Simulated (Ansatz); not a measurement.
Ti$_{2}$AlC:
```yaml
crystal:
  lattice:
    - [3.03739, 0.00000, 0.00000]
    - [-1.51870, 2.63046, 0.00000]
    - [0.00000, 0.00000, 13.63066]
  atoms:
    - { symbol: Ti, position: [0.33333, 0.66667, 0.08335] }
    - { symbol: Ti, position: [0.66667, 0.33333, 0.91665] }
    - { symbol: Ti, position: [0.66667, 0.33333, 0.58335] }
    - { symbol: Ti, position: [0.33333, 0.66667, 0.41665] }
    - { symbol: Al, position: [0.33333, 0.66667, 0.75000] }
    - { symbol: Al, position: [0.66667, 0.33333, 0.25000] }
    - { symbol: C, position: [0.00000, 0.00000, 0.00000] }
    - { symbol: C, position: [0.00000, 0.00000, 0.50000] }
```

Relaxed with PBEsol. Special points in fractions of this cell's reciprocal vectors: Γ (0.000, 0.000, 0.000); M (0.500, 0.000, 0.000); K (0.333, 0.333, 0.000); A (0.000, 0.000, 0.500); L (0.500, 0.000, 0.500); H (0.333, 0.333, 0.500).

Q: List the band energies nearest the Fermi level at these points for plane-wave PAW PBEsol (Ansatz code).

A: In eV from the Fermi level; about four levels below and three above (degenerate sets whole), none deeper than 8.9 eV; points with the same levels are listed once.

| k | below | above |
|---|---|---|
| Γ | -2.34 -2.34 -2.34 -2.34 -2.26 -1.37 | 0.40 0.72 0.92 0.92 |
| M | -1.34 -1.31 -0.72 -0.70 | 1.68 2.17 2.30 |
| K | -1.16 -1.16 -0.74 -0.74 -0.20 | 0.94 2.00 2.00 |
| A | -2.34 -2.34 -2.34 -2.34 -1.80 -1.80 | 0.58 0.58 0.93 0.93 0.93 0.93 |
| L | -1.31 -1.31 -0.71 -0.71 | 1.94 1.94 2.41 2.41 |
| H | -1.21 -1.21 -0.69 -0.69 | 0.36 0.36 1.83 1.83 |

Space group P6_3/mmc. The workflow started from a Materials Project entry (that database holds measured and hypothetical structures alike); the Crystallography Open Database copy checked does not list it. Whether it is the stable phase at ambient conditions was not checked. Symmetry was held in the PBEsol relaxation; whether a distortion lowers the energy is not shown. The run is not spin-polarised.

Potentials: the earlier of the program's two PAW sets. The files were generated under PBE; for other functionals the program regenerates the frozen cores, and for LDA and PBEsol the local potential too.
